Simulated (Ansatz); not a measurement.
HoAlTe₃: from a guess to a relaxed structure

Computed with DFT PBE, scalar-relativistic, plane waves, PAW, and for the lanthanide a 4f-in-core norm-conserving potential (Ansatz 0.2.0). Cutoff 690 eV, Gaussian smearing, Γ-centred meshes. Cell and atoms relax first on a coarse mesh and then on a finer one. In between, the cell is made exact in the group found at 0.06 Å. In metals the finer mesh still leaves noise of several meV/atom or more. The steps can't lower the symmetry of their start. No spin polarisation.

The cell of HoAlTe₃ is invented: random cell by space group and Wyckoff sites (R-3m, No. 166). Its size is a rough estimate.

```
Ho Al Te
1.0
     3.33779    1.92707    4.45700
    -3.33779    1.92707    4.45700
     0.00000   -3.85414    4.45700
Ho Al Te
1 1 3
Cartesian
  0.0000 0.0000 0.0000
  0.0000 0.0000 6.6855
  0.0000 -1.9271 2.2285
  1.6689 0.9635 2.2285
  -1.6689 0.9635 2.2285
```

Formation energies are uncorrected and refer to the elements' standard structures at the same level.

**Question.** Describe the relaxed structure.

**Answer.** The symmetry stays R-3m (No. 166). The volume per atom grows by 10.3 %, from 34.4 to 38.0 Å³. The shortest distance goes from 2.95 Å (Ho–Te) to 2.97 Å (Ho–Te). The ratio c/a of the conventional cell changes by a factor of 0.89. Conventional cell: a = 7.183 Å, c = 12.743 Å. Ho has 6 Te at 2.97 Å; Al is surrounded by 6 Te at 3.59 Å; around Te lie 2 Ho at 2.97 Å, 2 Al at 3.59 Å and 4 Te at 3.59 Å.

```cif
data_structure
_symmetry_space_group_name_H-M 'R-3m:H'
_symmetry_Int_Tables_number 166
_cell_length_a 7.1827
_cell_length_b 7.1827
_cell_length_c 12.7430
_cell_angle_alpha 90.000
_cell_angle_beta 90.000
_cell_angle_gamma 120.000
_cell_volume 569.35
loop_
_atom_site_label
_atom_site_type_symbol
_atom_site_symmetry_multiplicity
_atom_site_Wyckoff_symbol
_atom_site_fract_x
_atom_site_fract_y
_atom_site_fract_z
_atom_site_occupancy
Ho1 Ho 3 a 0.00000 0.00000 0.00000 1
Al1 Al 3 b 0.33333 0.66667 0.16667 1
Te1 Te 9 d 0.16667 0.33333 0.83333 1
```

**Question.** How does it come out in energy, and is it a metal?

**Answer.** The energy over the elements is −0.21 eV/atom. The gap on the 6×6×6 mesh of the 5-atom cell is 0 eV (a metal).

The last run used Gaussian smearing of 0.10 eV. Spin–orbit coupling, which can matter for Te, is left out. The reference form of Te is held partly by dispersion forces, which this level lacks. Symmetry constrained the relaxation, so the result can be a saddle point. Another cell of HoAlTe3 relaxed alike, in Amm2, lies 228 meV/atom lower, so this cell isn't the stable form at this level.

The lanthanide is trivalent by construction, without f bands, f moments or other valences. The reference runs of the other elements, and any phases without the lanthanide, used 420 eV, which shifts energies against them by under 10 meV/atom. The lanthanide's reference is the lowest of its hcp, dhcp and fcc cells.
